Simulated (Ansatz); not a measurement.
Si$_{2}$W:
```
CELL_PARAMETERS angstrom
     -1.60599     1.60599     3.90337
      1.60599    -1.60599     3.90337
      1.60599     1.60599    -3.90337
ATOMIC_POSITIONS crystal
  Si 0.33482 0.33482 0.00000
  Si 0.66518 0.66518 0.00000
  W  0.00000 0.00000 0.00000
```

Relaxed with r²SCAN.

**Question.** Map the electron localisation function on the plane through (0.335, 0.335, 0.000) spanned by u = [1, 1, 0] and v = [1, -1, 0] in lattice vectors, from r²SCAN in the plane-wave PAW code Ansatz.

**Answer.** x is the fraction of u, y of v (the angle between them is 90°; rows are the nearest grid lines); atoms in the plane: Si at (0.00, 0.00), Si at (0.50, 0.50), Si at (0.33, 0.00), Si at (0.83, 0.50), W at (0.17, 0.50), W at (0.67, 0.00).
```
|#=:-=++++=-:+#+=#@@*::+%*. :#%+:-#@@#=+#|
|+-:-+*++*+-:-+==#@@*-:+%#=.=%%=:-#@@#==+|
|--=***++**+=---+%@@*-:=%@%#%@#=:-#@@#=--|
|+*#%#*++*#%#*++*%@%*=:-*%@@@%*-:=#%@%*++|
|%%@%#*++*#%@%%##%%##+=-=+*#*+--=*##%%##%|
|%@%#*=--=*%%@%%%#####*+-------+*#####%%%|
|%%#+-:::-=+#%%%###%%%%#+=::-=*#%%%%###%%|
|#*=--====--=*###%%%%@@@#*===*%@@%%%%%###|
|*=-=*#%%#*--=*#%%#**#%%%#*+*#%%%#**%%%#*|
|+::+%@%%@%+:-+%@%*=-=+*##*+*##*+=-=#@@%+|
|+:-#%#++%%*-:+%@%*----=+*++**+-----*@@%+|
|=:-#%=  +%#-:+%@%+=*+-:=+++++=:-**=*@@%=|
|=:-#%=  +%#-:+%@%+=*+-:=+++++=:-**=*@@%=|
|+:-#%#++%%*-:+%@%*----=+*++**+-----*@@%+|
|+::+%@%%@%+:-+%@%*=-=+*##*+*##*+=-=#@@%+|
|*=-=*#%%#*--=*#%%#**#%%%#*+*#%%%#**%%%#*|
|#*=--====--=*###%%%%@@@#*===*%@@%%%%%###|
|%%#+-:::-=+#%%%###%%%%#+=::-=*#%%%%###%%|
|%@%#*=--=*%%@%%%#####*+-------+*#####%%%|
|%%@%#*++*#%@%%##%%##+=-=+*#*+--=*##%%##%|
|+*#%#*++*#%#*++*%@%*=:-*%@@@%*-:=#%@%*++|
|--=***++**+=---+%@@*-:=%@%#%@#=:-#@@#=--|
|+-:-+*++*+-:-+==#@@*-:+%#=.=%%=:-#@@#==+|
|#=:-=++++=-:+#+=#@@*::+%*. :#%+:-#@@#=+#|
```
Scale: ten equal steps from 0.041 (start of ' ') to 0.784 (end of '@'), in the order ' .:-=+*#%@'; x runs from 0.000 to 1.00, y from 0.000 (bottom) to 1.00 (top).

The density is the valence pseudo-density with augmentation charge, so density and ELF within about 1 Å of a nucleus are not all-electron values.

Space group I4/mmm (MoSi2 or CaC2 type). The cell was relaxed with r²SCAN under the symmetry of its start; of distortions, only those at the zone centre were tested. No spin polarisation was allowed. Scalar-relativistic: spin–orbit coupling is off unless named, which matters more the heavier the elements.

Potentials: the earlier of the program's two PAW sets.
